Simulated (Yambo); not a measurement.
```xyz
8
Lattice="3.3672 -4.7792 0.0000 3.3672 4.7792 0.0000 0.0000 0.0000 3.3923" Properties=species:S:1:pos:R:3 pbc="T T T"
O      3.3672     2.3648     0.0000
O      3.3672    -2.3648     0.0000
O      1.7019     0.0000     1.6962
O      5.0325     0.0000     1.6962
Ca     3.3672     0.0000     0.0000
Ca     1.6836    -2.3896     1.6962
Ca     1.6836     2.3896     1.6962
Cd     0.0000     0.0000     0.0000
```

Workflow: PBEsol (Quantum ESPRESSO, PseudoDojo norm-conserving, 102 Ry, scalar-relativistic), then G0W0 in Yambo (2×2×4 Γ-centred k mesh, bands 5 to 175 and a 7 Ry block in the screening, 175 bands in G with the Bruneval-Gonze terminator, plasmon pole fitted at 27.2 eV).

### Question
Give the PBEsol and G0W0 gaps between the band edges found on this mesh, and say where the edges lie.

### Answer
Edges: (0, -0.5, 0) → Γ. PBEsol: 2.58 eV; G0W0: 4.12 eV. Convergence of the G0W0 settings was not tested. Spin-orbit splittings are left out.

Geometry of the Materials Project entry, not relaxed at this level.

The structure is a Materials Project entry; no match was found in the copy of COD used, and its stability was not checked.
